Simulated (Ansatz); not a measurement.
# YInNi, a known structure type with other elements, at an estimated volume

```yaml
crystal:
  lattice:
    - [7.53801, 0.00000, 0.00000]
    - [-3.76900, 6.52811, 0.00000]
    - [0.00000, 0.00000, 3.89122]
  atoms:
    - { symbol: Ni, position: [0.33330, 0.66670, 0.00000] }
    - { symbol: Ni, position: [0.66670, 0.33330, 0.00000] }
    - { symbol: Y, position: [0.40603, 0.00000, 0.50000] }
    - { symbol: Y, position: [0.59397, 0.59397, 0.50000] }
    - { symbol: Y, position: [0.00000, 0.40603, 0.50000] }
    - { symbol: In, position: [0.74270, 0.00000, 0.00000] }
    - { symbol: In, position: [0.25730, 0.25730, 0.00000] }
    - { symbol: In, position: [0.00000, 0.74270, 0.00000] }
    - { symbol: Ni, position: [0.00000, 0.00000, 0.50000] }
```

Method: PBEsol, no spin polarisation; PAW, plane waves to 420 eV, 5×5×9 Γ-centred mesh, fermi-dirac occupations (width 0.1 eV) (Ansatz 0.2.0), atoms fixed.

(1) Give the Bader charges.

(2) Is it stable against the elements?

(3) Metal or insulator?

(4) What do density and ELF say about some of the short contacts?

Origin: a known structure type with other elements, at an estimated volume, so it need not be a known compound. Caveats: no spin polarisation, so a magnetic state may lie lower.

## Answers

(1) Bader charges in e: Y +1.48, In -0.41, Ni -1.20 to -0.81. In the mean Y gives up most and Ni takes most.

(2) -0.51 eV an atom against the elements' usual phases (free molecules for gases, crystals otherwise, with no correction for O₂ or N₂), so it is bound against them; other compounds may still compete. Relaxing would lower it.

(3) It is a metal, with about 7.5 states/eV a cell as the mean within 0.25 eV of the Fermi level, mostly Y d (39 %), In p (28 %) and Ni d (22 %).

(4) In–Ni at 2.75 Å: least valence density 0.26 e/Å³ and ELF 0.30 there. Ni–Y at 3.00 Å: least valence density 0.17 e/Å³ and ELF 0.19 there. Y–In at 3.20 Å: least valence density 0.14 e/Å³ and ELF 0.15 there. These are pseudo-fields; inside the PAW spheres they differ from the all-electron ones.
